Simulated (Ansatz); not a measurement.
LiYGe₂, a known structure type with other elements, at an estimated volume

```yaml
crystal:
  lattice:
    - [7.91143, 0.00000, 0.00000]
    - [0.00000, 3.89325, 0.00000]
    - [0.00000, 0.00000, 10.78889]
  atoms:
    - { symbol: Ge, position: [0.22444, 0.25000, 0.06658] }
    - { symbol: Ge, position: [0.27556, 0.75000, 0.56658] }
    - { symbol: Ge, position: [0.72444, 0.25000, 0.43342] }
    - { symbol: Ge, position: [0.77556, 0.75000, 0.93342] }
    - { symbol: Ge, position: [0.16592, 0.25000, 0.67761] }
    - { symbol: Ge, position: [0.33408, 0.75000, 0.17761] }
    - { symbol: Ge, position: [0.66592, 0.25000, 0.82239] }
    - { symbol: Ge, position: [0.83408, 0.75000, 0.32239] }
    - { symbol: Y, position: [0.13576, 0.25000, 0.36577] }
    - { symbol: Y, position: [0.36424, 0.75000, 0.86577] }
    - { symbol: Y, position: [0.63576, 0.25000, 0.13423] }
    - { symbol: Y, position: [0.86424, 0.75000, 0.63423] }
    - { symbol: Li, position: [0.49730, 0.25000, 0.61300] }
    - { symbol: Li, position: [0.00270, 0.75000, 0.11300] }
    - { symbol: Li, position: [0.99730, 0.25000, 0.88700] }
    - { symbol: Li, position: [0.50270, 0.75000, 0.38700] }
```

The numbers come from plane-wave PAW DFT (Ansatz): r2SCAN, no spin polarisation, 500 eV, 5×9×3 Γ-centred k points, fermi-dirac occupations (width 0.1 eV). Nothing was relaxed.

Task: Which atom feels the largest force, and which way?

Result: The largest is on Ge6 (and as large on other atoms): 1.03 eV/Å, components (0.74, 0.00, 0.72). It makes 127° with the line to a nearest neighbour, Ge1 at 2.44 Å.

Task: Is there a gap?

Result: It is a metal, with about 5 states/eV a cell as the mean within 0.25 eV of the Fermi level, mostly Y d (56 %) and Ge p (32 %).

Task: What does the stress say?

Result: The pressure is -3.2 GPa (compression positive), so with the atoms held at these fractions the cell would first shrink; the forces are large, so a full relaxation may end otherwise. The principal stresses -4.3, -2.9, -2.4 GPa differ, so its shape would change too.

Task: How is the charge shared?

Result: Bader charges in e: Li +0.85, Y +1.64, Ge -1.27 to -1.22. In the mean Y gives up most and Ge takes most.

Origin: a known structure type with other elements, at an estimated volume, so it need not be a known compound.
